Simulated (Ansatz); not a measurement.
SiO₂ (rutile)

```yaml
crystal:
  lattice:
    - [4.23588, 0.00000, 0.00000]
    - [0.00000, 4.23588, 0.00000]
    - [0.00000, 0.00000, 2.68991]
  atoms:
    - { symbol: Si, position: [0.50000, 0.50000, 0.50000] }
    - { symbol: Si, position: [0.00000, 0.00000, 0.00000] }
    - { symbol: O, position: [0.80699, 0.80699, 0.50000] }
    - { symbol: O, position: [0.30699, 0.69301, 0.00000] }
    - { symbol: O, position: [0.69301, 0.30699, 0.00000] }
    - { symbol: O, position: [0.19301, 0.19301, 0.50000] }
```

Two-dimensional scan of atom 5 (O, nearest neighbour Si at 1.774 Å; its periodic images, 2.7 Å or more away, move with it): u runs along (1.000, 0.000, 0.000), v along (0.000, 0.000, 1.000) (Cartesian). Cell and other atoms are fixed.

Calculation: PBE (plane waves to 420 eV, PAW, scalar-relativistic; Ansatz, an electronic-structure program). k mesh 6×6×10 (Γ-centred), Fermi-Dirac smearing 0.05 eV. Fu and Fv are the components of the force on the atom. SiO2 was relaxed with its symmetry unable to fall. The PAW data are Ansatz's earlier set.

Changes of Fu (eV/Å) from the point u = 0.000 Å, v = 0.000 Å when one coordinate moves alone (two changes are said to add if the coupling is within 5 % of the smaller one, nearly so within 20 %):

```tsv
point	change
u = 0.000 Å, v = -0.270 Å	1.620
u = 0.000 Å, v = -0.180 Å	0.700
u = 0.000 Å, v = -0.090 Å	0.172
u = -0.270 Å, v = 0.000 Å	5.467
u = -0.180 Å, v = 0.000 Å	3.678
u = -0.090 Å, v = 0.000 Å	1.847
u = 0.090 Å, v = 0.000 Å	-1.848
u = 0.180 Å, v = 0.000 Å	-3.700
u = 0.270 Å, v = 0.000 Å	-5.572
u = 0.000 Å, v = 0.090 Å	0.172
u = 0.000 Å, v = 0.180 Å	0.700
u = 0.000 Å, v = 0.270 Å	1.620
```

Task: Do the two effects add at u = -0.270 Å, v = 0.090 Å? Give the computed change.

Result: The sum of the single changes is 5.467 + (0.172) = 5.639; the calculation gives 5.740, so the coupling contributes 0.101 (over 20 % of the smaller single change, not additive).

Task: Do the two effects add at u = -0.090 Å, v = 0.270 Å? Give the computed change.

Result: The sum of the single changes is 1.847 + (1.620) = 3.467; the calculation gives 3.843, so the coupling contributes 0.376 (over 20 % of the smaller single change, not additive).

Task: What is the change at u = 0.180 Å, v = 0.180 Å, where both move, and how far is it from the sum?

Result: The sum of the single changes is -3.700 + (0.700) = -3.000; the calculation gives -3.272, so the coupling contributes -0.272 (over 20 % of the smaller single change, not additive).

(A displaced cell: forces are minus the slopes of the energy, force constants its curvatures, and phonons follow from these.)
